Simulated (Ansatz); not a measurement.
VBiO₄:
```xyz
12
Lattice="-2.5535 2.5535 5.7891 2.5535 -2.5535 5.7891 2.5535 2.5535 -5.7891" Properties=species:S:1:pos:R:3 pbc="T T T"
Bi     0.0000     2.5535     2.8946
Bi     0.0000     0.0000     0.0000
V      2.5535     0.0000     2.8946
V      0.0000     0.0000     5.7891
O      3.2668     1.2744     3.8110
O      1.2791     3.2668     0.9165
O      1.8402    -1.2744     3.8110
O      1.2744    -0.7133     6.7056
O      1.8402     1.2791    -0.9165
O      3.8279    -0.7133     1.9781
O      0.7133     1.2744     4.8726
O      1.2791     0.7133     1.9781
```

Relaxed with the program Ansatz at the PBEsol level (PAW). Indices refer to the conventional cell of I4_1/a, a = b = 5.107 Å, c = 11.578 Å, α = β = γ = 90.00°.

**Question.** Simulate the powder diffraction pattern (Cu Kα, λ = 1.54184 Å; lines above 1 %) up to 2θ = 90°.

**Answer.** Simulated powder pattern, Cu Kα, λ = 1.54184 Å (kinematic, ideal powder, no thermal factors, no anomalous dispersion; the 30 strongest lines at most, above 1 %, up to 2θ = 90°):

```csv
2θ (°),d (Å),I/Imax (%),hkl
18.99,4.673,43,(101)
29.00,3.079,13,(103)
29.15,3.064,100,(112)
30.89,2.895,17,(004)
35.14,2.553,22,(200)
40.25,2.241,19,(211)+(121)
42.88,2.109,9.3,(105)
46.19,1.966,14,(123)+(213)
47.48,1.915,29,(204)
50.55,1.806,12,(220)
53.87,1.702,18,(116)
54.48,1.684,4.0,(301)
56.60,1.626,4.6,(125)+(215)
58.67,1.574,3.7,(107)
59.33,1.558,3.7,(303)
59.42,1.556,27,(132)+(312)
60.43,1.532,12,(224)
66.50,1.406,3.8,(321)+(231)
70.27,1.340,2.7,(127)+(217)
70.87,1.330,2.6,(233)+(323)
74.29,1.277,3.6,(400)
75.51,1.259,7.8,(208)
76.99,1.238,13,(316)+(136)
77.50,1.232,2.6,(141)+(411)
79.29,1.208,3.5,(235)+(325)
81.71,1.179,5.6,(332)
82.59,1.168,5.4,(404)
84.92,1.142,5.8,(240)+(420)
86.10,1.129,4.7,(228)
88.73,1.103,4.7,(1 1 10)
```

Symmetry was held in the PBEsol relaxation. The workflow began spin-polarised and lost its moments. No Hubbard U is applied. Scalar-relativistic: spin–orbit coupling is off unless named, which matters more the heavier the elements.

Potentials: the later of the program's two PAW sets.
